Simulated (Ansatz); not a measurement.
# TlSn under pressure

Level of theory: DFT r2SCAN, scalar-relativistic, plane waves, PAW (Ansatz). Settings: 500 eV cutoff, 12×12×10 k-mesh, Gaussian smearing of 0.10 eV, no spin polarisation.

Reference structure (relaxed):

```
CELL_PARAMETERS angstrom
3.25952 0.00000 0.00000
0.00000 3.25952 0.00000
0.00000 0.00000 5.44983
ATOMIC_POSITIONS crystal
Tl 0.00000 0.00000 0.00000
Sn 0.50000 0.50000 0.50000
```

Cell and atoms are relaxed at each pressure within the symmetry of the start, at zero temperature, so transitions that lower the symmetry aren't seen. The k-mesh given is that at zero pressure and may differ at others.

Spin–orbit coupling is left out, which can shift energies with elements as heavy as these.

Problem. Give the structure at 25 GPa.

Solution.
```
CELL_PARAMETERS angstrom
2.97001 0.00000 0.00000
0.00000 2.97001 0.00000
0.00000 0.00000 4.88103
ATOMIC_POSITIONS crystal
Tl 0.00000 0.00000 0.00000
Sn 0.50000 0.50000 0.50000
```
It takes space group P4/mmm (No. 123, tetragonal). Conventional cell: a = 2.970 Å, b = 2.970 Å, c = 4.881 Å, α = 90.00°, β = 90.00°, γ = 90.00°. Tl (site symmetry 4/mmm) is surrounded by 4 Tl at 2.97 Å and 8 Sn at 3.22 Å. Sn (site symmetry 4/mmm) has 4 Sn at 2.97 Å and 8 Tl at 3.22 Å as nearest neighbours.